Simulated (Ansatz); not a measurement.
CuI:
```yaml
crystal:
  lattice:
    - [4.07025, 0.00000, 0.00000]
    - [0.00000, 4.07025, 0.00000]
    - [0.00000, 0.00000, 6.40496]
  atoms:
    - { symbol: Cu, position: [0.50000, 0.50000, 0.00000] }
    - { symbol: Cu, position: [0.00000, 0.00000, 0.00000] }
    - { symbol: I, position: [0.50000, 0.00000, 0.26355] }
    - { symbol: I, position: [0.00000, 0.50000, 0.73645] }
```

Relaxed with r²SCAN+D4. Special points in fractions of this cell's reciprocal vectors: Γ (0.000, 0.000, 0.000); X (0.000, 0.500, 0.000); M (0.500, 0.500, 0.000); Z (0.000, 0.000, 0.500); R (0.000, 0.500, 0.500); A (0.500, 0.500, 0.500).

**Question.** List the band energies nearest the valence-band maximum at these points for the program Ansatz at the r²SCAN+D4 level (PAW).

**Answer.** In eV from the valence-band maximum; about four levels below and three above (degenerate sets whole), none deeper than 8.9 eV; points with the same levels are listed once.

```
k                          below                above
-  -----------------------------  -------------------
Γ          -1.18 -0.84 0.00 0.00       2.08 3.42 3.67
X        -1.14 -1.14 -0.51 -0.51  4.13 4.13 5.28 5.28
M        -1.70 -1.70 -1.10 -1.10  2.90 2.90 3.01 3.01
Z  -1.32 -1.32 -1.18 -0.35 -0.35       3.67 3.80 3.95
R        -0.74 -0.74 -0.48 -0.48  2.64 2.64 5.57 5.57
A        -1.70 -1.70 -1.01 -1.01  4.39 4.39 4.53 4.53
```

Space group P4/nmm. The workflow started from a Materials Project entry (that database holds measured and hypothetical structures alike); the Crystallography Open Database copy checked does not list it. It is not the phase usual at ambient conditions (space group No. 216). Symmetry was held in the r²SCAN+D4 relaxation; whether a distortion lowers the energy is not shown. No spin polarisation was allowed. Spin–orbit coupling is left out wherever it is not named.

Potentials: the later of the program's two PAW sets.
